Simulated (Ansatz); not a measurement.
The start is a generated cell, Cr placed in the dhcp structure type. The structure is fully relaxed (lattice and positions, P = 0) with r2SCAN (plane waves to 500 eV, PAW, scalar-relativistic; Ansatz, an electronic-structure program). The first steps use a coarse 14×14×4 k-mesh.

Input geometry:
```yaml
crystal:
  lattice:
    - [2.57861, 0.00000, 0.00000]
    - [-1.28931, 2.23314, 0.00000]
    - [0.00000, 0.00000, 8.29670]
  atoms:
    - { symbol: Cr, position: [0.00000, 0.00000, 0.00000] }
    - { symbol: Cr, position: [0.00000, 0.00000, 0.50000] }
    - { symbol: Cr, position: [0.33333, 0.66667, 0.25000] }
    - { symbol: Cr, position: [0.66667, 0.33333, 0.75000] }
```
Spin-polarised start, with parallel moments on Cr.

Task: How large is the pressure on the unrelaxed cell, and of which sign?

Result: +17.0 GPa (positive: the cell is compressed).

Task: How does the volume per atom move from start to end?

Result: +20.7 %, from 11.94 to 14.41 Å³/atom.

Task: How do the shortest distances between atoms change?

Result: The closest pairs of elements (up to four, under 3.6 Å), start → end: Cr–Cr 2.55 → 2.60 Å.

Task: Is the relaxed structure metallic? Give its gap.

Result: Zero (metallic).

Task: What magnetic moments remain?

Result: Net 0.08 μB/atom, antiferromagnetic.

Task: What does it relax into? Give the structure.

Result: 
```cif
data_Cr4
_chemical_formula_sum 'Cr4'
_space_group_name_H-M_alt 'P63/mmc'
_space_group_IT_number 194
_space_group_name_Hall '-P 6c 2c'
_cell_length_a 2.89263
_cell_length_b 2.89263
_cell_length_c 7.95461
_cell_angle_alpha 90.000
_cell_angle_beta 90.000
_cell_angle_gamma 120.000
loop_
_atom_site_label
_atom_site_type_symbol
_atom_site_symmetry_multiplicity
_atom_site_Wyckoff_symbol
_atom_site_fract_x
_atom_site_fract_y
_atom_site_fract_z
_atom_site_occupancy
Cr1 Cr 2 a 0.00000 0.00000 0.00000 1
Cr2 Cr 2 c 0.33333 0.66667 0.25000 1
```

The space group stays P6₃/mmc (No. 194) (the run could not lower it); the end is AFLOW prototype A_hP4_194_ac (A3', as in La), with 4 atoms in the primitive magnetic cell. Final values are on a 18×18×6 k-mesh of the relaxed cell. Spin state reached: antiferromagnetic (net 0.08 μB/atom), from parallel starting moments; other spin orders were not run from this start.

The run could not lose the symmetry of its start: the end is stationary, and may be a saddle point rather than a minimum.

All atoms sit on sites fixed by symmetry, so only the cell could relax.

The relaxed structure here is a generated cell of Cr: the first start was made by placing the elements on the sites of a structure type, and the end was not matched to a known phase here, so it may be hypothetical. Known forms of Cr include space group No. 229.
